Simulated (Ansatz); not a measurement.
Given:

TaGe₂:
```
TaGe2
1.0
    4.60869     0.00000     0.00000
   -2.30435     3.99125     0.00000
    0.00000     0.00000     2.69166
Ta Ge
1 2
Direct
  0.00000   0.00000   0.00000
  0.33333   0.66667   0.50000
  0.66667   0.33333   0.50000
```

This is the PBEsol-relaxed structure. x, y and z are the axes in which the lattice vectors are written.

**Question.** All from plane-wave PAW PBEsol (Ansatz code), unless another level is named. Estimate the bulk modulus (Birch–Murnaghan fit).

**Answer.** 132 GPa.

**Question.** And the highest zone-centre frequency?

**Answer.** 216 cm⁻¹.

**Question.** Predict the elastic constants (relaxed ions, GPa).

**Answer.** C11 = 235, C12 = 91.3, C13 = 59.8, C33 = 358, C44 = -23.9.

Space group P6/mmm. A made-up cell: these elements were put on the sites of a structure type; neither database checked (COD, Materials Project) lists it. COD files the formula under space group No. 180. Whether it is the stable phase at ambient conditions was not checked. Symmetry was held in the PBEsol relaxation. At this level the phase is dynamically unstable (imaginary phonons). The run is not spin-polarised. As this level gives no gap, shear constants depend on the k-mesh and smearing (Fermi–Dirac, 0.1 eV here). As this level gives no gap, phonon frequencies hold no LO–TO term and depend on the k-mesh and smearing (Fermi–Dirac, 0.1 eV here). On the denser mesh and wider smearing of the elastic run this cell carries a stress of 0.4 GPa. Spin–orbit coupling is left out wherever it is not named.

Potentials: the earlier of the program's two PAW sets. The files were generated under PBE; for other functionals the program regenerates the frozen cores, and for LDA and PBEsol the local potential too.
